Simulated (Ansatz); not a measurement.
# Al$_{2}$Au: stiffness from a series of strains

```xyz
3
Lattice="0.0000 3.0000 3.0000 3.0000 0.0000 3.0000 3.0000 3.0000 0.0000" Properties=species:S:1:pos:R:3 pbc="T T T"
Al    1.5000    1.5000    1.5000
Al    4.5000    4.5000    4.5000
Au    0.0000    0.0000    0.0000
```

Atoms are numbered in the order listed.

The geometry is COD entry 9008999, unchecked; take it as a test cell.

No spin–orbit coupling, which matters for the heavy atoms here.

Theory: DFT, LDA, all-electron LAPW, scalar-relativistic (Ansatz 0.2.0).

Numerical set-up: a Γ-centred 11×11×11 k mesh, Fermi–Dirac smearing of 0.05 eV, basis error target 0.5 meV/atom, no spin polarisation.

The strain is applied along the Cartesian axes of the cell as listed (the other components stay zero). Fractional coordinates are held (clamped ions).

σ is the change of stress from the unstrained cell, which is at -2.52 GPa; tension is positive, so slopes are stress–strain coefficients at that pressure. In a metal the k mesh adds noise.

Only quantities that a quadratic follows smoothly over the whole series are listed; rougher ones are left out.

```
εxx = εyy  σzz (GPa)  σxx (GPa)
  -0.0200      -4.13      -5.21
   0.0000       0.00       0.00
   0.0100       1.71       2.23
   0.0200       3.19       4.24
```

(1) Fit the series and read off the stiffness at zero strain.

(2) One run, at εxx = εyy = -0.0100, is withheld. Predict its row.

Answers

(1) Least-squares fits y = p0 + p1 x + p2 x² to the rows give σzz (GPa): p1 = 183, p2 = -1200; σxx (GPa): p1 = 236, p2 = -1200. So 2 C12 = 183 GPa and C11 + C12 = 236 GPa.

(2) The fits give -1.95, -2.49; the run gave -1.94, -2.47.
